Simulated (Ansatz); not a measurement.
## YbCu3B, a known structure type with other elements, at an estimated volume

```
B Cu Yb
1.0
     3.96345    0.00000    0.00000
     0.00000    3.96345    0.00000
     0.00000    0.00000    3.96345
B Cu Yb
1 3 1
Direct
  0.50000 0.50000 0.50000
  0.00000 0.50000 0.50000
  0.50000 0.00000 0.50000
  0.50000 0.50000 0.00000
  0.00000 0.00000 0.00000
```

Level: PBE, no spin polarisation; 420 eV; 6×6×6 Γ-centred mesh; fermi-dirac occupations (width 0.1 eV); Ansatz 0.2.0, fixed geometry.

Q: Is the cell too large or too small?

A: The pressure is 19.7 GPa (compression positive), so with the atoms held at these fractions the cell would first expand.

Q: What happens at the Fermi level?

A: It is a metal, with about 1.4 states/eV a cell as the mean within 0.25 eV of the Fermi level, mostly Yb f (40 %), Yb d (21 %) and B p (14 %).

Q: Which element gives electrons and which takes them?

A: Bader charges in e: Yb +1.29, Cu -0.26, B -0.51. In the mean Yb gives up most and B takes most.

Q: Is it stable against the elements?

A: 0.06 eV an atom against the elements' usual phases (free molecules for gases, crystals otherwise, with no correction for O₂ or N₂), so at this geometry it isn't bound against them. Relaxing would lower it.

Origin: a known structure type with other elements, at an estimated volume, so it need not be a known compound. Caveats: no spin polarisation, so a magnetic state may lie lower; atoms or cell far from equilibrium; f levels without a U or exact exchange are poorly placed.
